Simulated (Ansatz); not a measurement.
Theory: DFT PBE, scalar-relativistic, plane waves, PAW (Ansatz). Settings: cutoff 420 eV, Γ-centred meshes spaced at most about 0.3 Å⁻¹, and about 0.25 Å⁻¹ or finer for metals (2π included), Gaussian smearing. No spin polarisation in the final relaxations.

These are static total energies at zero pressure. All come from trial cells, and lower structures may exist.

Problem. These unrelaxed guesses for Be₂SbCl are each relaxed within their symmetry. Order them by the energy at which they end, lowest first.
A.

```
CELL_PARAMETERS angstrom
2.56531 -2.96038 0.00000
2.56531 2.96038 0.00000
0.00000 0.00000 5.54571
ATOMIC_POSITIONS crystal
Be 0.50000 0.50000 0.66939
Be 0.50000 0.50000 0.33061
Sb 0.50000 0.50000 0.00000
Cl 0.00000 0.00000 0.50000
```

B.

```
CELL_PARAMETERS angstrom
4.00952 0.00000 0.00000
-2.00476 3.47235 0.00000
0.00000 0.00000 5.71520
ATOMIC_POSITIONS crystal
Be 0.33333 0.66667 0.00000
Be 0.66667 0.33333 0.00000
Sb 0.00000 0.00000 0.00000
Cl 0.00000 0.00000 0.50000
```

Solution. A (ends in Cmmm, 0 meV/atom), B (ends in P6/mmm, 22 meV/atom). Even the lowest end lies +0.47 eV/atom against the elements.

These runs have no spin–orbit coupling, which can matter for Sb. Cells relaxed within their symmetry can be saddle points. Some structure types and database cells were kept out of the candidates from the start, so a known form may be missing.
